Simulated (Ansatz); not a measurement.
MgSe (rock salt)

```
CELL_PARAMETERS angstrom
      0.00000     2.75420     2.75420
      2.75420     0.00000     2.75420
      2.75420     2.75420     0.00000
ATOMIC_POSITIONS crystal
  Se 0.00000 0.00000 0.00000
  Mg 0.50000 0.50000 0.50000
```

The slice is a {100} plane (indices of the conventional cell) through the point (0.500, 0.500, 0.500) (fractional), spanned by u = [100] and v = [0 1 -1] in vectors of this cell: u (3.90 Å) and v (3.90 Å, at 90° to u). It covers one period; positions are fractions (u, v).

The numbers are results of PBE (plane waves to 420 eV, PAW, scalar-relativistic; Ansatz, an electronic-structure program), not measurements. k mesh 10×10×10. Inside the PAW spheres the values are not all-electron values, and peaks at nuclei hang on which shells count as valence. MgSe was relaxed with its symmetry unable to fall.

**Question.** What is the ELF at the density minimum of the shortest Se–Mg line in this plane (2.75 Å)?

**Answer.** 0.08.

**Question.** The ELF has a maximum in the middle third of the Se–Mg line. Where, and how high?

**Answer.** 0.82, 1.0 Å from Se.

**Question.** What is the valence density on the shortest Se–Mg line in this plane (2.75 Å), at its minimum between the atoms?

**Answer.** 0.15 e/Å³.

**Question.** Sketch the electron localisation function (ELF) on this plane as a map.

**Answer.** 
```
|xxxx5410000111111111110000145xxx|
|xxxx4310001222222222221000134xxx|
|xxx542000123444444444321000245xx|
|x5442000124566666666654210002445|
|44320000257778888888777520000234|
|11100002578899988899988752000011|
|00000025799999999999999975200000|
|00001257999999999999999997521000|
|00012579999999999999999999752100|
|00124789999999999999999999874210|
|11235789999999888889999999875321|
|1124679999999876x678999999976421|
|11246899999987xxxxx7899999986421|
|1124689999987xxxxxxx789999986421|
|1124688999986xxxxxxx689999886421|
|112468899998xxxxxxxxx89999886421|
|1124688999986xxxxxxx689999886421|
|1124689999987xxxxxxx789999986421|
|11246899999987xxxxx7899999986421|
|1124679999999876x678999999976421|
|11235789999999888889999999875321|
|00124789999999999999999999874210|
|00012579999999999999999999752100|
|00001257999999999999999997521000|
|00000025799999999999999975200000|
|11100002578899988899988752000011|
|44320000257778888888777520000234|
|x5442000124566666666654210002445|
|xxx542000123444444444321000245xx|
|xxxx4310001222222222221000134xxx|
|xxxx5410000111111111110000145xxx|
|xxxxx41000011111111111000014xxxx|
```
Scale: ten equal steps from 0.03 (start of '0') to 0.82 (end of '9'), in the order '0123456789'. Values: electron localisation function (ELF). The map has 32 points along u (one character each, u = 0 at the left) and 32 along v (v = 0 in the bottom row). Points within 0.5 Å of a nucleus are blanked (x), as the pseudised field means little there.
